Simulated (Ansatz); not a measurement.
# What DFT gives for Lu2Pd2Pb

```
Pd Lu Pb
1.0
     7.59700    0.00000    0.00000
     0.00000    7.59700    0.00000
     0.00000    0.00000    3.51548
Pd Lu Pb
4 4 2
Direct
  0.37170 0.87170 0.00000
  0.12830 0.37170 0.00000
  0.62830 0.12830 0.00000
  0.87170 0.62830 0.00000
  0.16840 0.66840 0.50000
  0.33160 0.16840 0.50000
  0.83160 0.33160 0.50000
  0.66840 0.83160 0.50000
  0.00000 0.00000 0.00000
  0.50000 0.50000 0.00000
```

Single point in Ansatz 0.2.0 with PBEsol, no spin polarisation. Cutoff 420 eV, PAW datasets, 4×4×7 Γ-centred k mesh, fermi-dirac filling (width 0.0109 eV).

(1) Describe some of the short contacts.

(2) Is it stable against the elements?

(3) Is there a gap?

(4) Which atom feels the largest force, and which way?

(5) Give the Bader charges.

Origin: a database entry at a rescaled volume.

Answers

(1) Pd–Pd at 2.76 Å: least valence density 0.32 e/Å³ and ELF 0.23 there. Pd–Lu at 2.80 Å: least valence density 0.27 e/Å³ and ELF 0.18 there. Pd–Pb at 2.99 Å: least valence density 0.25 e/Å³ and ELF 0.27 there. Both are smooth PAW fields, read partly inside the augmentation spheres.

(2) -0.81 eV an atom against the elements' usual phases (free molecules for gases, crystals otherwise, with no correction for O₂ or N₂), so it is bound against them; other compounds may still compete. Relaxing would lower it.

(3) It is a metal, with about 5.7 states/eV a cell as the mean within 0.25 eV of the Fermi level, mostly Lu d (54 %) and Pb p (15 %).

(4) The largest is on Pd1 (and as large on other atoms): 0.13 eV/Å, components (0.09, 0.09, 0.00). It makes 0° with the line to a nearest neighbour, Pd3 at 2.76 Å, pointing towards it.

(5) Bader charges in e: Lu +1.51, Pd -1.26, Pb -0.49. In the mean Lu gives up most and Pd takes most.
